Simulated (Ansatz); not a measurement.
Cl (Cmce) from a database of computed structures, relaxed with r2SCAN+rVV10: it is orthorhombic, Cmce (No. 64); conventional cell a = 6.250 Å, b = 4.014 Å, c = 8.147 Å, 25.55 Å³ an atom. Cl is surrounded by 1 Cl at 2.02 Å. One-shot G0W0@PBE in the PAW code Ansatz on a 4×4×2 mesh (contour deformation, no spin-orbit coupling), from a PBE gap of 2.202 eV over the mesh points (the G0W0 gap is indirect on the mesh); the number N of bands summed and the screening cutoff rise together. Calculated for a static, non-magnetic cell.

```tsv
N	cutoff (eV)	1000/N	G0W0 gap (eV)
180	80	5.556	4.479
398	140	2.513	4.545
```

Problem. Lay a straight line in 1000/N through these rows.

Solution. The slope is -0.0217 eV per unit of 1000/N and the intercept 4.600 eV.

Problem. Predict the gap at N = 720 (210 eV).

Solution. 4.600 + (-0.0217) × 1.389 = 4.570 eV; the run gives 4.555 eV, -0.015 eV from the line.

Problem. With that run's result added, what limit do the last two rows suggest?

Solution. Their slope is (4.555 − 4.545)/(1.389 − 2.513) = -0.0089, which meets 1/N = 0 at 4.57 eV, against 4.600 eV from the first line. The slope flattens, so the first line overshoots; the k mesh isn't extrapolated.
